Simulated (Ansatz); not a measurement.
Trial structures of ZrBr5: starts and ends

Theory: Ansatz, DFT PBE, scalar-relativistic, plane waves, PAW. All cells share a 420 eV cutoff and Γ-centred k meshes spaced at most about 0.3 Å⁻¹ (about 0.25 or finer for metals, 2π included). Collinear spin in cells that started with moments and kept them past the coarse steps, no spin elsewhere.

Each guess was relaxed in cell and atoms at zero pressure, within the symmetry of its start. Temperature and zero-point effects are left out. Coordination counts Br atoms around Zr (those within 1.25 times the shortest such distance or 1.15 times the sum of covalent radii; the shortest distance is added where it is long for a bond).

```
guess    made from  start group  V start (Å³/atom)  end group  V end (Å³/atom)  coordination at the end  gap on mesh (eV)  largest moment (μB)  E over the lowest end (meV/atom)
    1   CaAu5 type        F-43m               29.3          ?                ?                        ?                 ?                    ?                                 ?
    2   LiMg5 type        P-62m               41.9      P-62m             38.4                     Zr 6                 0                  0.1                                 0
    3   NdCo5 type       P6/mmm               33.8     P6/mmm             34.9                     Zr 6                 0                  1.3                               873
    4  random cell       P6/mmm               34.5     P6/mmm             51.7                     Zr 2                 0                  0.7                               946
```

Guess 1 as it starts:

```
Zr Br
1.0
     0.00000    4.44418    4.44418
     4.44418    0.00000    4.44418
     4.44418    4.44418    0.00000
Zr Br
1 5
Direct
  0.00000 0.00000 0.00000
  0.75000 0.75000 0.75000
  0.37500 0.37500 0.87500
  0.37500 0.87500 0.37500
  0.87500 0.37500 0.37500
  0.37500 0.37500 0.37500
```

Q: Predict the end of this guess and its energy over the lowest end.

A: It ends in space group F-43m (No. 216), with a = 8.580 Å, 26.3 Å³/atom and no gap, with moments up to 1.0 μB. It lies 1.19 eV/atom over the lowest end, above guess 4 and so the highest of the set. Counting Br atoms around Zr, this end has Zr 16 from 3.6 Å and the lowest (guess 2) has Zr 6.

```yaml
crystal:
  lattice:
    - [0.00000, 4.29007, 4.29007]
    - [4.29007, 0.00000, 4.29007]
    - [4.29007, 4.29007, 0.00000]
  atoms:
    - { symbol: Zr, position: [0.00000, 0.00000, 0.00000] }
    - { symbol: Br, position: [0.25000, 0.25000, 0.25000] }
    - { symbol: Br, position: [0.62533, 0.62533, 0.62533] }
    - { symbol: Br, position: [0.12400, 0.62533, 0.62533] }
    - { symbol: Br, position: [0.62533, 0.62533, 0.12400] }
    - { symbol: Br, position: [0.62533, 0.12400, 0.62533] }
```

Formation energies are uncorrected and refer to the elements' standard structures at the same level. The references include crystalline Br.

Q: Is the lowest end bound against the elements?

A: Yes: its formation energy is −0.82 eV/atom. It lies below the elements, which doesn't yet make it stable against other compounds or structures.

Weakly bound directions are ill-defined at this level, which has no dispersion term (P-62m, P6/mmm at 34.9 Å³/atom, P6/mmm at 51.7 Å³/atom), and this can change margins and order among such cells. The reference form of Br is held partly by dispersion forces, which this level lacks. The magnetic state reached may not be the lowest. Cells relaxed within their symmetry can be saddle points. A lower structure may well exist outside this small set. Some candidate types were left out of the draw beforehand, so a known form may be missing.
